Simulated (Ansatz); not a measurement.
Space group Fm-3m (No. 225). a = 7.759 Å, b = 7.759 Å, c = 7.759 Å, α = 90.00°, β = 90.00°, γ = 90.00°
```tsv
atom	site	symmetry	x	y	z
Sn	4a	m-3m	0.0000	0.0000	0.0000
Bi	8c	-43m	0.2500	0.7500	0.7500
Bi	4b	m-3m	0.5000	0.0000	0.0000
```

Equation of state of this SnBi3 structure (not necessarily the ground state), with shape and atoms relaxed at each volume where symmetry leaves them free. It has no gap at any of these volumes. Level of theory: DFT PBEsol, scalar-relativistic, plane waves, PAW (Ansatz 0.2.0).

Cutoff 420 eV; k points 10×10×10 on the computed 4-atom cell (Γ-centred); Gaussian smearing, width 0.10 eV; no spin polarisation.

| V (Å³/atom) | E − E(largest V) (meV/atom) | P (GPa) |
| --- | --- | --- |
| 25.690 | 51.61 | 9.86 |
| 26.566 | 6.76 | 6.71 |
| 27.441 | -22.32 | 4.07 |
| 28.317 | -38.20 | 1.85 |
| 29.193 | -43.04 | 0.00 |
| 30.069 | -38.64 | -1.56 |
| 30.945 | -26.43 | -2.88 |
| 32.112 | 0.00 | -4.34 |

Fit a third-order Birch–Murnaghan equation to E(V).

V0 = 29.19 Å³/atom, B0 = 57 GPa, B0' = 4.8.

Spin-orbit coupling is left out, which matters for the bands of heavy elements.

Cost: 8 runs of about 2.4 core-minutes in all, on Arm Neoverse V1 (shared hosts).